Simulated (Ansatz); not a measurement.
Here is the system:

AlV in space group Cmmm (No. 65; Al on 2a, V on 2c), a = 3.4483 Å, b = 3.8930 Å, c = 4.0042 Å, α = β = γ = 90.00°; the cell used has 2 atoms.

This is the LDA-relaxed structure.

Question: All from plane-wave PAW LDA (Ansatz code), unless another level is named. Predict the formation energy from the elements (no fitted shifts).

Answer: -0.21 eV/atom.

Question: What about the density of states at the Fermi level?

Answer: 0.51 states/eV per atom (mean over ±0.08 eV).

The workflow started from a Materials Project entry (that database holds measured and hypothetical structures alike); the Crystallography Open Database copy checked does not list it. With Al and V taken as one species the cell has the higher symmetry I4/mmm, so it may be an ordered model of a mixed-site phase. Whether it is the stable phase at ambient conditions was not checked. The LDA relaxation kept the symmetry of its start; whether a distortion lowers the energy is not shown. The run is not spin-polarised. Axis ratios of metals converge slowly with the k-mesh, so a and c are less sure than the volume. The references are the lowest solids computed at this level, not always the standard phases.

Potentials: the later of the program's two PAW sets.
